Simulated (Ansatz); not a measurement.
# AuCu3-type LaOs3

Computed with Ansatz (plane waves, PAW, 420 eV cutoff): PBE, scalar-relativistic, no spin polarisation, Γ-centred 8×8×8 mesh, 0.05 eV Gaussian smearing. The datasets are Ansatz's generated set soft_2.

```
La Os
1.0
     4.14707    0.00000    0.00000
     0.00000    4.14707    0.00000
     0.00000    0.00000    4.14707
La Os
1 3
Cartesian
  0.0000 0.0000 0.0000
  0.0000 2.0735 2.0735
  2.0735 2.0735 0.0000
  2.0735 0.0000 2.0735
```

The cell came from substitution into a structure type; whether the compound takes it is for experiment to say.

The cell above was scaled in volume, its shape and atoms being fixed by the lattice's symmetry. Energies are counted from the cell above.

Cell and atoms are those of this level's equilibrium.

```
V (Å³/atom)  ΔE (meV/atom)  P from the stress (GPa)
     16.850          34.88                    11.98
     17.117          17.92                     8.36
     17.474           4.31                     3.95
     17.831           0.00                     0.00
     18.187           4.04                    -3.55
     18.544          15.58                    -6.73
     19.079          45.22                   -10.87
     19.614          87.60                   -14.36
```

Do the energies and the pressures agree? Compare −ΔE/ΔV between neighbouring points (1 meV/Å³ = 0.1602 GPa) with the mean of their pressures.

```tsv
interval (Å³/atom)	−ΔE/ΔV (GPa)	mean P (GPa)
16.85 to 17.12	10.2	10.2
17.12 to 17.47	6.1	6.2
17.47 to 17.83	1.9	2.0
17.83 to 18.19	-1.8	-1.8
18.19 to 18.54	-5.2	-5.1
18.54 to 19.08	-8.9	-8.8
19.08 to 19.61	-12.7	-12.6
```
They differ by 0.08 GPa at most.

What do the two routes give for V0, B0 and B0′?

A third-order Birch–Murnaghan fit of the energies: V0 = 17.83 Å³/atom, B0 = 187 GPa, B0′ = 4.5. A polynomial of P in ln V, with B = −dP/d ln V at P = 0: V0 = 17.83 Å³/atom, B0 = 187 GPa, B0′ = 4.5.

B0·V0 = 187.3 GPa × 17.83 Å³ = 20.84 eV/atom sets the scale: near the minimum ΔE ≈ ½ B0 V0 x², with x = V/V0 − 1, and a pressure of 1.9 GPa squeezes the volume by about 1 %. At the ends of the curve: x = −5.5 % predicts 31.4 meV/atom and the run gives 34.9; x = +10.0 % predicts 104.4 meV/atom and the run gives 87.6. Compression costs more and expansion less than the parabola says, since the crystal stiffens as it shrinks; B0′ measures that.

Spin–orbit coupling, which matters for such heavy elements, is left out. The run is a metal.
